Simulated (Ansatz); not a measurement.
Co2Si in space group Pnma (No. 62; Co on 4c, Co on 4c, Si on 4c) under volume change, plane-wave PAW PBEsol (Ansatz code), shape and atoms relaxed at each volume.

| V (Å³/atom) | E − E(relaxed) (meV/atom) | P (GPa) |
|---|---|---|
| 9.329 | 78.1 | 29.66 |
| 9.637 | (withheld) | (withheld) |
| 9.944 | 7.7 | 8.25 |
| 10.252 | 0.0 | 0.00 |
| 10.559 | 6.8 | -6.92 |
| 10.867 | (withheld) | (withheld) |
| 11.174 | 54.5 | -17.19 |

Complete the blanks.


- 10.867, E − E(relaxed) (meV/atom): 25.8
- 10.867, P (GPa): -12.59
- 9.637, E − E(relaxed) (meV/atom): 32.7
- 9.637, P (GPa): 18.04

What does a third-order Birch–Murnaghan fit give for V₀, B₀ and B′?

V₀ = 10.25 Å³/atom, B₀ = 249 GPa, B′ = 5.0.

Symmetry was held in the PBEsol relaxation. Spin order of the final state: ferromagnetic, the only order run, not a proven ground state.

Potentials: the earlier of the program's two PAW sets.
